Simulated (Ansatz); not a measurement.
# TiSn₂O₆: phonons across the zone

Theory: DFT PBE, scalar-relativistic, plane waves, PAW (Ansatz). Plane waves to 420 eV; Γ-centred k mesh 6×6×4; fixed occupations. No spin polarisation. Phonons by linear response, acoustic sum rule imposed.

The cell, relaxed at this level:
```
Ti Sn O
1.0
     4.96991   -2.75540   -0.01501
     4.96991    2.75540   -0.01501
    -0.13612    0.00000    6.31383
Ti Sn O
1 2 6
Direct
  0.44287 0.55713 0.00000
  0.00562 0.45894 0.32680
  0.54106 0.99438 0.67320
  0.38848 0.87902 0.89589
  0.70103 0.42661 0.21309
  0.90890 0.68232 0.58985
  0.31768 0.09110 0.41015
  0.12098 0.61152 0.10411
  0.57339 0.29897 0.78691
```

The cell was found from a structure generator's guess, not taken from experiment. Spin–orbit coupling is left out, which matters for heavy elements. The q mesh is coarse, so values between its points are rough.

Force constants from linear response on a 2×2×1 q mesh.

Question: Is the structure dynamically stable on the q mesh?

Answer: Yes, on this mesh: no mode is imaginary. Between the mesh points the interpolation dips to 71i cm⁻¹.

Question: Give the frequencies (cm⁻¹) at the zone-boundary points of high symmetry (interpolated where a point lies off the q mesh).

Answer:
```tsv
point	q	frequencies
C	-0.327 0.327 0.000	49 56 67 76 83 93 109 152 155 176 184 222 226 256 262 366 397 441 445 461 482 697 707 714 807 835 868
C2	-0.673 -0.327 0.000	49 56 67 76 83 93 109 152 155 176 184 222 226 256 262 366 397 441 445 461 482 697 707 714 807 835 868
Y2	-0.500 -0.500 0.000	30 60 73 79 79 106 116 135 172 174 184 219 231 252 256 380 384 445 448 464 464 693 709 710 815 861 868
M2	-0.500 -0.500 0.500	67i 60i 54 56 107 109 129 147 167 172 208 211 222 246 256 377 385 425 457 482 482 695 713 725 807 843 864
D	-0.676 -0.324 0.500	67i 54i 21i 93 103 103 134 142 158 172 177 202 240 248 277 368 406 410 462 473 493 702 709 724 780 831 875
D2	-0.324 0.324 0.500	67i 54i 21i 93 103 103 134 142 158 172 177 202 240 248 277 368 406 410 462 473 493 702 709 724 780 831 875
A	0.000 0.000 0.500	12 33 43 62 66 93 125 141 154 191 203 220 240 271 273 351 380 445 448 457 480 693 709 713 778 870 871
L2	-0.500 0.000 0.500	71i 20 45 52 112 122 132 138 144 164 182 200 242 254 285 357 410 421 456 464 498 703 709 715 784 825 877
V2	-0.500 0.000 0.000	32 54 71 77 85 96 111 140 164 180 192 206 236 253 268 354 412 428 450 458 487 700 702 714 797 836 866
```
